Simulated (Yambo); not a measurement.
```
FeB2
1.0
    4.82040     0.00000     0.00000
    0.00000     4.80805     0.00000
    0.00000     0.00000     3.74180
B Fe
8 4
Direct
  0.66091   0.06928   0.10660
  0.33909   0.93072   0.89340
  0.83909   0.93072   0.60660
  0.16091   0.06928   0.39340
  0.16091   0.43072   0.39340
  0.83909   0.56928   0.60660
  0.33909   0.56928   0.89340
  0.66091   0.43072   0.10660
  0.48043   0.75000   0.37595
  0.51957   0.25000   0.62405
  0.01957   0.25000   0.87595
  0.98043   0.75000   0.12405
```

FeB$_{2}$ (space group Pnma, No. 62): mean Im ε in 1 eV windows above the direct gap of 0.65 eV, for different electron-hole kernels (Yambo, broadening 0.15 eV, PBEsol (Quantum ESPRESSO, PseudoDojo norm-conserving, 90 Ry, scalar-relativistic) bands; 4×4×4 mesh, 16 valence and 8 conduction bands, static screening with 76 bands and a 3 Ry block, scissor 0.08 eV, Tamm-Dancoff; field along x).

```csv
window (eV),independent quasiparticles,RPA (no attraction),BSE
0.6 to 1.6,25,24,27
1.6 to 2.6,22,22,21
2.6 to 3.6,15,15,14
```

This run doesn't resolve bound excitons or single peaks, so only averages are given, and they too depend on the mesh; weight that the attraction moves below the gap isn't listed. All transitions below 4.39 eV are in the band window. The scissor comes from a G0W0 run whose convergence isn't established.

Geometry of the Materials Project entry, not relaxed at this level.

The structure is a Materials Project entry; no match was found in the copy of COD used, and its stability was not checked.

The runs are not spin-polarised; magnetic order was not tried.
